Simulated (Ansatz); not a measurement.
How far is PAW off for InPd?

```yaml
crystal:
  lattice:
    - [3.27188, 0.00000, 0.00000]
    - [0.00000, 3.27188, 0.00000]
    - [0.00000, 0.00000, 3.27188]
  atoms:
    - { symbol: In, position: [0.00000, 0.00000, 0.00000] }
    - { symbol: Pd, position: [0.50000, 0.50000, 0.50000] }
```

Atoms are numbered in the order listed.

Structure from Materials Project entry mp-21215 (possibly hypothetical), not relaxed further.

Spin polarisation is left out, and whether a magnetic state lies lower isn't shown here.

No spin–orbit coupling, which matters for the heavy atoms here.

All numbers are computed: DFT, LDA, PAW with Ansatz's default frozen-core files, scalar-relativistic (Ansatz 0.2.0); DFT, LDA, all-electron PAW with datasets made for the crystal, scalar-relativistic (Ansatz 0.2.0); DFT, LDA, all-electron LAPW, scalar-relativistic (Ansatz 0.2.0).

For PAW: a Γ-centred 13×13×13 k mesh, Fermi–Dirac smearing of 0.03 eV, cutoff 420 eV, no spin polarisation; the PAW files were made with PBE, and the program remakes their frozen cores for this functional. The crystal-made all-electron datasets (AE datasets) take a cutoff of 260 eV at this cell. LAPW targets a basis error of 1 meV/atom. The Ansatz runs share mesh, smearing and spin set-up. Plane-wave (PAW) pressures include the program's estimate of the Pulay term.

Stress and pressure are positive in compression.

Levels count from the Fermi level.

```tsv
quantity	PAW	AE datasets	LAPW
pressure (GPa)	-6.89	-6.87	-6.87
highest filled level at Γ (eV)	-2.318	-2.319	-2.319
lowest empty level at Γ (eV)	4.093	4.091	4.091
highest filled level at M (eV)	-1.734	-1.735	-1.735
lowest empty level at M (eV)	1.337	1.338	1.338
highest filled level at R (eV)	-0.331	-0.332	-0.332
lowest empty level at R (eV)	3.765	3.765	3.765
```

PAW's pressure differs from the LAPW value by -0.02 GPa.
